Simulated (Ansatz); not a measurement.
BN:
```
CELL_PARAMETERS angstrom
      2.50607     0.00000     0.00000
     -1.25304     2.17032     0.00000
      0.00000     0.00000    13.76567
ATOMIC_POSITIONS crystal
  B  0.33333 0.66667 0.12031
  B  0.66667 0.33333 0.62031
  B  0.66667 0.33333 0.87969
  B  0.33333 0.66667 0.37969
  N  0.33333 0.66667 0.62040
  N  0.66667 0.33333 0.12040
  N  0.66667 0.33333 0.37960
  N  0.33333 0.66667 0.87960
```

Cartesian axes are those of the cell as given.

Q: Give the high-frequency dielectric tensor and the Born effective charge tensors of the independent atoms from DFPT, PBE+D3(BJ) (plane waves, PAW; program Ansatz).

A: 
ε∞:
```
4.65  0.00  0.00
0.00  4.65  0.00
0.00  0.00  2.49
```
Z* of atom 1 (B), rows: field, columns: displacement, in e:
```
2.72  0.00  0.00
0.00  2.72  0.00
0.00  0.00  0.66
```
Z* of atom 5 (N), rows: field, columns: displacement, in e:
```
-2.72   0.00   0.00
 0.00  -2.72   0.00
 0.00   0.00  -0.66
```

Static charges for comparison (Bader): B1 +2.22, N5 -2.22 e. Born charges measure polarisation by displacement and can exceed these by far.

Space group P6_3/mmc. The cell is a constructed one: a structure type filled with these elements. Its sites differ from those of the usual phase in this space group: another stacking or structure type. The cell was relaxed with PBE+D3(BJ) under the symmetry of its start; phonons show weakly imaginary modes. The volume moved by 57 % from the start of the relaxation.

Potentials: the later of the program's two PAW sets.
